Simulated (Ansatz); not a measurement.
# Zr4Al3: computed property card

Zr$_{4}$Al$_{3}$:
```
Zr4Al3
1.0
    5.39790     0.00000     0.00000
   -2.69895     4.67472     0.00000
    0.00000     0.00000     5.33266
Zr Al
4 3
Direct
  0.00000   0.00000   0.26034
  0.00000   0.00000   0.73966
  0.33333   0.66667   0.50000
  0.66667   0.33333   0.50000
  0.00000   0.50000   0.00000
  0.50000   0.00000   0.00000
  0.50000   0.50000   0.00000
```

Space group P6/mmm (No. 191); conventional cell a = b = 5.398 Å, c = 5.333 Å, α = β = 90.00°, γ = 120.00°.

Method: plane-wave PAW PBEsol (Ansatz code). The cell and atoms are relaxed at this level. Other levels are named where they apply.

**Cell and energy**

```
Property                                                       Value
-----------------------------------------------------  -------------
Volume per atom                                             19.22 Å³
Density                                                   5.50 g/cm³
Formation energy from the elements (no fitted shifts)  -0.47 eV/atom
```

**Electronic structure**

```
Quantity                                                                    Result
------------------------------------  --------------------------------------------
Electronic character                                             metallic (no gap)
Density of states at the Fermi level  0.56 states/eV per atom (mean over ±0.08 eV)
Gap with spin–orbit coupling                                       none (metallic)
```

**Mechanics**

```
Quantity                                                                                         Value
--------------------------------------------  --------------------------------------------------------
Bulk modulus (Birch–Murnaghan fit)                                                             114 GPa
Pressure derivative B′                                                                             3.8
Elastic constants (relaxed ions, GPa)         C11 = 230, C12 = 44.9, C13 = 63.0, C33 = 222, C44 = 74.9
Mechanical stability                                            stable (all eigenvalues of C positive)
Hill bulk and shear moduli                                                            114 and 82.1 GPa
Young's modulus                                                                                198 GPa
Poisson's ratio                                                                                   0.21
Debye temperature from the elastic constants                                                     474 K
```

**Phonons**

```
Item                                            Value
-----------------------------  ----------------------
Highest zone-centre frequency               395 cm^-1
Zone-centre stability          no imaginary mode at Γ
```

The workflow started from a Materials Project entry (that database holds measured and hypothetical structures alike); the Crystallography Open Database copy checked does not list it. Its standing as an ambient phase is unchecked. Symmetry was held in the PBEsol relaxation. The run is not spin-polarised. As this level gives no gap, shear constants depend on the k-mesh and smearing (Fermi–Dirac, 0.1 eV here). As this level gives no gap, phonon frequencies hold no LO–TO term and depend on the k-mesh and smearing (Fermi–Dirac, 0.1 eV here). Axis ratios of metals converge slowly with the k-mesh, so a and c are less sure than the volume. The references are the lowest solids computed at this level, not always the standard phases. Spin–orbit coupling is left out wherever it is not named.

Potentials: the later of the program's two PAW sets.
